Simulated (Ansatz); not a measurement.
ZrC:
```yaml
crystal:
  lattice:
    - [0.00000, 2.33438, 2.33438]
    - [2.33438, 0.00000, 2.33438]
    - [2.33438, 2.33438, 0.00000]
  atoms:
    - { symbol: Zr, position: [0.00000, 0.00000, 0.00000] }
    - { symbol: C, position: [0.50000, 0.50000, 0.50000] }
```

Relaxed with PBEsol. Special points in fractions of this cell's reciprocal vectors: Γ (0.000, 0.000, 0.000); X (0.500, 0.000, 0.500); U (0.625, 0.250, 0.625); K (0.375, 0.375, 0.750); L (0.500, 0.500, 0.500); W (0.500, 0.250, 0.750).

List the band energies nearest the Fermi level at these points for plane-wave PAW PBEsol (Ansatz code).

In eV from the Fermi level; about four levels below and three above (degenerate sets whole), none deeper than 8.9 eV; points with the same levels are listed once.

```tsv
k	below	above
Γ	–	0.97 0.97 0.97
X	-2.01 -1.86	0.11 0.11 4.59
U	-3.09 -2.27 -1.58	1.51 5.01 5.54
L	-8.11 -5.40 -2.99 -2.99	4.62 4.62 5.48
W	-2.68 -2.35 -2.35	3.35 3.35 5.85
```

Space group Fm-3m (rock salt). Symmetry was held in the PBEsol relaxation; of distortions, only those at the zone centre were tested. No spin polarisation was allowed. Spin–orbit coupling is left out wherever it is not named.

Potentials: the later of the program's two PAW sets.
